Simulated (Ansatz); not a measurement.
Band table of In₂Au

```yaml
crystal:
  lattice:
    - [0.00000, 2.58032, 2.58032]
    - [2.58032, 0.00000, 2.58032]
    - [2.58032, 2.58032, 0.00000]
  atoms:
    - { symbol: In, position: [0.25000, 0.25000, 0.25000] }
    - { symbol: In, position: [0.75000, 0.75000, 0.75000] }
    - { symbol: Au, position: [0.00000, 0.00000, 0.00000] }
```

The base volume is that of a database entry, so it needn't be at zero pressure; the structure needn't be the stable phase, at rest or compressed.

Level of theory: DFT with PBEsol, scalar-relativistic, in Ansatz 0.2.0; a Γ-centred 10×10×10 k mesh, Fermi–Dirac smearing of 0.05 eV, no spin polarisation. LAPW: all electrons, basis error target 1 meV/atom.

This run: volume at 0.5 of the series' base cell.

Spin–orbit coupling is left out, which matters for the heavy atoms. The structure type is held throughout; the real material can change phase at far lower pressure.

Path points, in fractions of the reciprocal vectors: Γ (0.000, 0.000, 0.000), X (0.500, 0.000, 0.500), U (0.625, 0.250, 0.625), K (0.375, 0.375, 0.750), L (0.500, 0.500, 0.500), W (0.500, 0.250, 0.750). The distance column jumps between branches of the path. Levels in eV from the Fermi level; bands 44 to 70, counted from the lowest band of the run. The gap is zero, the pressure 353.1 GPa.

```
# k(1/Å) point b44 b45 b46 b47 b48 b49 b50 b51 b52 b53 b54 b55 b56 b57 b58 b59 b60 b61 b62 b63 b64 b65 b66 b67 b68 b69 b70
0.000 Γ -20.11 -20.11 -18.91 -18.91 -18.91 -18.21 -17.71 -17.71 -17.71 -16.28 -16.28 -11.18 -11.18 -11.18 -8.73 -8.73 4.55 4.60 4.96 4.96 4.96 5.15 5.15 5.15 6.39 6.39 6.39
0.203 - -20.07 -20.01 -19.00 -18.91 -18.91 -17.96 -17.70 -17.69 -17.69 -16.51 -16.29 -11.18 -11.14 -11.14 -8.81 -8.80 3.22 3.22 3.58 4.00 4.79 5.42 5.42 6.29 6.89 8.10 8.10
0.406 - -19.95 -19.76 -19.13 -18.91 -18.91 -17.75 -17.68 -17.68 -17.32 -17.02 -16.30 -11.22 -10.98 -10.98 -9.05 -8.98 0.94 0.94 2.35 2.86 3.60 6.33 6.33 8.24 9.05 10.11 10.11
0.609 - -19.79 -19.65 -19.04 -18.88 -18.88 -18.16 -17.70 -17.70 -17.28 -16.31 -16.31 -11.31 -10.61 -10.61 -9.37 -9.22 -1.23 -1.23 -0.50 2.55 3.43 7.73 7.73 10.67 11.72 11.74 11.74
0.812 - -19.76 -19.62 -18.82 -18.82 -18.77 -18.73 -17.78 -17.78 -17.26 -16.32 -15.01 -11.43 -10.01 -10.01 -9.70 -9.43 -3.27 -3.19 -3.19 2.52 3.38 9.46 9.46 12.92 12.92 13.30 14.26
1.015 - -19.87 -19.48 -19.22 -18.75 -18.75 -18.46 -17.89 -17.89 -17.20 -16.33 -13.68 -11.54 -9.95 -9.51 -9.25 -9.25 -5.60 -4.77 -4.77 2.60 3.37 11.22 11.22 13.76 13.76 13.94 14.36
1.218 X -19.91 -19.43 -19.38 -18.71 -18.71 -18.36 -17.94 -17.94 -17.18 -16.34 -13.02 -11.58 -10.04 -9.44 -8.80 -8.80 -6.70 -5.50 -5.50 2.65 3.37 12.09 12.09 13.85 14.29 14.37 14.37
1.289 - -19.90 -19.43 -19.38 -18.71 -18.71 -18.35 -17.96 -17.94 -17.19 -16.36 -12.99 -11.57 -10.05 -9.54 -8.81 -8.69 -6.76 -5.55 -5.43 2.72 3.44 12.11 12.12 13.61 13.70 14.00 14.96
1.361 - -19.86 -19.41 -19.38 -18.71 -18.68 -18.30 -18.02 -17.97 -17.22 -16.42 -12.88 -11.57 -10.08 -9.74 -8.82 -8.44 -6.94 -5.70 -5.24 2.85 3.69 12.16 12.18 13.05 13.08 13.29 15.08
1.433 - -19.80 -19.38 -19.38 -18.69 -18.65 -18.24 -18.12 -18.00 -17.27 -16.52 -12.73 -11.55 -10.11 -9.97 -8.83 -8.14 -7.26 -5.87 -4.94 2.94 4.19 12.16 12.28 12.40 12.51 12.53 14.52
1.504 - -19.72 -19.38 -19.33 -18.66 -18.60 -18.24 -18.16 -18.05 -17.33 -16.66 -12.56 -11.51 -10.19 -10.14 -8.85 -7.81 -7.67 -6.04 -4.54 2.99 4.88 11.68 11.73 11.76 12.40 12.48 13.97
1.576 - -19.62 -19.39 -19.28 -18.62 -18.55 -18.38 -18.10 -18.07 -17.41 -16.84 -12.43 -11.46 -10.41 -10.15 -8.88 -8.11 -7.44 -6.18 -4.07 3.02 5.70 10.98 11.06 11.12 12.45 12.63 13.52
1.648 U -19.50 -19.39 -19.21 -18.56 -18.52 -18.48 -18.17 -17.97 -17.49 -17.03 -12.37 -11.38 -10.63 -10.15 -8.92 -8.50 -7.04 -6.29 -3.53 3.04 6.59 10.27 10.46 10.49 12.22 12.83 13.38
2.394 K -19.50 -19.39 -19.21 -18.56 -18.52 -18.48 -18.17 -17.97 -17.49 -17.03 -12.37 -11.38 -10.63 -10.15 -8.92 -8.50 -7.04 -6.29 -3.53 3.04 6.59 10.27 10.46 10.49 12.22 12.83 13.38
2.609 - -19.42 -19.07 -18.94 -18.93 -18.40 -18.38 -18.21 -17.76 -17.71 -17.61 -12.95 -11.27 -11.21 -10.00 -9.12 -8.92 -6.22 -5.66 -1.66 3.06 8.38 8.58 8.73 9.74 10.55 13.60 14.19
2.824 - -19.47 -19.24 -18.72 -18.62 -18.58 -18.47 -18.33 -17.86 -17.61 -17.33 -14.39 -11.64 -11.21 -9.71 -9.44 -8.90 -5.00 -3.96 0.41 3.08 6.94 7.28 7.59 8.83 12.09 12.39 14.51
3.039 - -19.65 -19.31 -19.23 -18.70 -18.64 -18.23 -18.22 -17.45 -17.43 -16.95 -15.85 -11.81 -11.11 -9.91 -9.36 -9.01 -2.83 -1.95 2.46 3.19 5.92 6.22 6.85 7.34 9.79 12.68 13.89
3.254 - -19.87 -19.70 -19.21 -18.86 -18.80 -17.98 -17.94 -17.50 -17.00 -16.93 -16.58 -11.66 -11.08 -10.47 -9.04 -8.97 -0.19 0.32 3.53 4.25 5.27 5.57 6.24 6.32 7.45 10.66 11.15
3.470 - -20.05 -20.01 -19.03 -18.91 -18.88 -17.99 -17.77 -17.65 -17.63 -16.47 -16.35 -11.34 -11.14 -10.97 -8.81 -8.81 2.57 2.77 4.19 4.91 5.06 5.24 5.74 5.79 6.03 8.27 8.44
3.685 Γ -20.11 -20.11 -18.91 -18.91 -18.91 -18.21 -17.71 -17.71 -17.71 -16.28 -16.28 -11.18 -11.18 -11.18 -8.73 -8.73 4.55 4.60 4.96 4.96 4.96 5.15 5.15 5.15 6.39 6.39 6.39
3.861 - -20.05 -20.05 -19.00 -18.90 -18.90 -18.05 -17.73 -17.73 -17.62 -16.37 -16.37 -11.33 -11.07 -11.07 -8.78 -8.78 2.67 4.02 4.37 4.37 5.17 5.17 5.27 5.68 6.94 6.94 8.26
4.036 - -19.89 -19.89 -19.13 -18.87 -18.87 -17.86 -17.79 -17.79 -17.22 -16.61 -16.61 -11.72 -10.81 -10.81 -8.92 -8.92 0.04 3.35 3.35 3.41 5.32 5.32 5.95 6.55 7.78 7.78 10.75
4.212 - -19.62 -19.62 -19.19 -18.83 -18.83 -17.87 -17.87 -17.85 -16.96 -16.96 -16.51 -12.13 -10.52 -10.52 -9.04 -9.04 -2.54 2.37 2.37 2.92 5.48 5.48 6.42 7.99 8.62 8.62 13.37
4.388 - -19.27 -19.27 -19.15 -18.79 -18.79 -17.96 -17.96 -17.96 -17.36 -17.36 -15.71 -12.31 -10.34 -10.34 -9.03 -9.03 -4.91 1.55 1.55 2.58 5.61 5.61 6.62 9.48 9.48 9.97 16.16
4.564 - -19.03 -18.87 -18.87 -18.76 -18.76 -18.14 -18.06 -18.06 -17.76 -17.76 -15.14 -12.05 -10.31 -10.31 -8.91 -8.91 -6.83 1.01 1.01 2.38 5.67 5.67 6.70 10.26 10.26 12.27 15.69
4.739 L -18.95 -18.75 -18.75 -18.57 -18.57 -18.26 -18.22 -18.22 -17.94 -17.94 -14.96 -11.73 -10.32 -10.32 -8.85 -8.85 -7.69 0.82 0.82 2.31 5.69 5.69 6.71 10.62 10.62 13.91 15.36
4.883 - -18.96 -18.83 -18.77 -18.66 -18.62 -18.17 -18.12 -18.11 -18.01 -17.95 -14.77 -11.69 -10.36 -10.30 -8.88 -8.82 -7.74 0.09 0.40 2.37 5.95 6.21 7.19 10.55 10.67 13.17 15.14
5.026 - -19.02 -18.99 -18.88 -18.80 -18.59 -18.18 -18.01 -18.00 -17.93 -17.90 -14.24 -11.59 -10.48 -10.24 -8.97 -8.69 -7.85 -1.43 -0.67 2.80 6.21 7.34 8.30 10.60 10.63 12.32 14.68
5.170 - -19.15 -19.14 -18.99 -18.90 -18.50 -18.31 -18.08 -17.82 -17.76 -17.72 -13.52 -11.46 -10.65 -10.19 -9.06 -8.39 -7.98 -3.11 -2.00 3.56 6.45 8.67 8.72 9.99 11.50 12.28 14.24
5.313 - -19.27 -19.26 -19.10 -18.96 -18.44 -18.34 -18.16 -17.68 -17.63 -17.59 -12.69 -11.33 -10.84 -10.29 -9.02 -8.08 -7.88 -4.70 -3.34 4.50 6.71 8.48 8.92 10.13 12.74 12.78 13.91
5.457 - -19.34 -19.34 -19.18 -18.98 -18.45 -18.28 -18.23 -17.57 -17.54 -17.52 -11.86 -11.23 -10.99 -10.61 -8.79 -8.06 -7.20 -6.03 -4.55 5.51 6.99 7.88 8.14 11.59 13.24 13.48 13.73
5.600 W -19.37 -19.37 -19.21 -18.98 -18.45 -18.25 -18.25 -17.53 -17.51 -17.51 -11.22 -11.17 -11.08 -11.08 -8.65 -7.91 -6.71 -6.71 -5.21 6.23 7.14 7.14 7.96 12.81 13.47 13.59 13.59
5.702 - -19.37 -19.36 -19.35 -18.82 -18.48 -18.38 -18.15 -17.76 -17.50 -17.23 -11.62 -11.27 -10.84 -10.80 -8.66 -7.85 -7.08 -6.37 -5.22 5.66 6.10 8.27 8.61 12.88 13.18 13.21 13.95
5.803 - -19.54 -19.38 -19.36 -18.57 -18.53 -18.51 -18.07 -17.97 -17.43 -16.95 -12.04 -11.41 -10.57 -10.49 -8.69 -7.67 -7.47 -6.07 -5.25 4.75 5.19 9.47 9.75 12.84 12.86 13.08 14.28
5.905 - -19.70 -19.38 -19.37 -18.62 -18.60 -18.33 -18.13 -18.01 -17.34 -16.70 -12.43 -11.50 -10.27 -10.26 -8.73 -7.87 -7.39 -5.83 -5.29 3.90 4.43 10.71 10.97 12.54 12.58 13.40 14.55
6.006 - -19.82 -19.39 -19.38 -18.68 -18.66 -18.25 -18.13 -17.97 -17.25 -16.50 -12.74 -11.55 -10.14 -9.94 -8.76 -8.26 -7.08 -5.65 -5.37 3.23 3.85 11.98 11.99 12.30 12.58 13.79 14.74
6.108 - -19.89 -19.42 -19.38 -18.71 -18.70 -18.33 -17.99 -17.95 -17.20 -16.38 -12.95 -11.57 -10.07 -9.62 -8.79 -8.61 -6.81 -5.53 -5.45 2.80 3.49 12.12 12.15 13.23 13.38 14.19 14.78
6.209 X -19.91 -19.43 -19.38 -18.71 -18.71 -18.36 -17.94 -17.94 -17.18 -16.34 -13.02 -11.58 -10.04 -9.44 -8.80 -8.80 -6.70 -5.50 -5.50 2.65 3.37 12.09 12.09 13.85 14.29 14.37 14.37
```
